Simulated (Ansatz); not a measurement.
Level of theory: Ansatz 0.2.0, DFT PBE, scalar-relativistic, plane waves, PAW. Settings: cutoff 420 eV, Γ-centred meshes spaced at most about 0.3 Å⁻¹, and about 0.25 Å⁻¹ or finer for metals (2π included), Gaussian smearing. No spin polarisation in the final relaxations.

All energies are static (0 K, no zero-point motion).

Two relaxed structures of Cd₄SbO:

A. Space group I4/mmm (No. 139), tetragonal, a = 5.935 Å, c = 9.585 Å. Cd on a site of symmetry -4m2 is surrounded by 4 Cd at 2.99 Å; around Cd on a site of symmetry 4mm lie 1 O at 2.00 Å, 1 Sb at 2.79 Å and 4 Cd at 2.99 Å; Sb has 2 Cd at 2.79 Å; O is surrounded by 2 Cd at 2.00 Å.

B. Space group F-43m (No. 216), cubic, a = 8.980 Å. Cd is surrounded by 1 O at 2.15 Å, 3 Cd at 2.85 Å, 3 Cd at 3.50 Å and 3 Sb at 3.69 Å; Sb is surrounded by 12 Cd at 3.69 Å; O is surrounded by 4 Cd at 2.15 Å.

Question: Which is lower in energy, and by how much?

Answer: B is lower, by 187 meV/atom. A has space group I4/mmm (No. 139), 28.1 Å³/atom and no gap on its mesh; B has space group F-43m (No. 216), 30.2 Å³/atom and no gap. Counting Cd or Sb atoms around O (for each partner element, those within 1.25 times its shortest distance or 1.15 times the sum of covalent radii, where it is the nearest in units of that sum or under 1.3), A has O 2 and B has O 4. The lower one is the more open, so pressure narrows the difference. Both come from invented guesses. A third cell relaxed alike, in P4/mmm, lies 39 meV/atom below the lower of the two.

These runs have no spin–orbit coupling, which can matter for Sb. A magnetic state wasn't ruled out in cells without spin, among them F-43m. Cells relaxed within their symmetry can be saddle points.
